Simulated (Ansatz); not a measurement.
Ba:
Space group Fd-3m, origin choice 1 (No. 227); a = 7.675 Å, b = 7.675 Å, c = 7.675 Å, α = 90.00°, β = 90.00°, γ = 90.00°

```
atom  site  symmetry       x       y       z
----  ----  --------  ------  ------  ------
Ba      8b      -43m  0.5000  0.5000  0.5000
```
(The calculation used a cell of 2 atoms; values per cell refer to that cell.)

Relaxed with the program Ansatz at the PBE level (PAW). Indices refer to the conventional cell of Fd-3m, a = b = c = 7.6750 Å, α = β = γ = 90.00°.

Task: Simulate the powder diffraction pattern (Mo Kα, λ = 0.71073 Å; lines above 1 %) up to 2θ = 45°.

Result: Simulated powder pattern, Mo Kα, λ = 0.71073 Å (kinematic, ideal powder, no thermal factors, no anomalous dispersion; the 30 strongest lines at most, above 1 %, up to 2θ = 45°):

```tsv
2θ (°)	d (Å)	I/Imax (%)	hkl
9.20	4.431	100	(111)
15.05	2.714	91	(220)
17.67	2.314	60	(311)
21.35	1.919	18	(400)
23.29	1.761	28	(331)
26.22	1.567	39	(422)
27.84	1.477	22	(511)+(333)
30.37	1.357	13	(440)
31.80	1.297	22	(531)
34.06	1.214	18	(620)
35.35	1.170	7.8	(533)
37.42	1.108	4.3	(444)
38.62	1.075	12	(711)+(551)
40.55	1.026	20	(642)
41.67	0.999	14	(731)+(553)
43.48	0.959	2.0	(800)
44.54	0.938	3.6	(733)
```

The start of the workflow was typed in or built on a structure type; neither database checked (COD, Materials Project) lists it. It is not the phase usual at ambient conditions (space group No. 229). Symmetry was held in the PBE relaxation; whether a distortion lowers the energy is not shown. The volume moved by -44 % from the start of the relaxation. Spin–orbit coupling is left out wherever it is not named.

Potentials: the later of the program's two PAW sets.
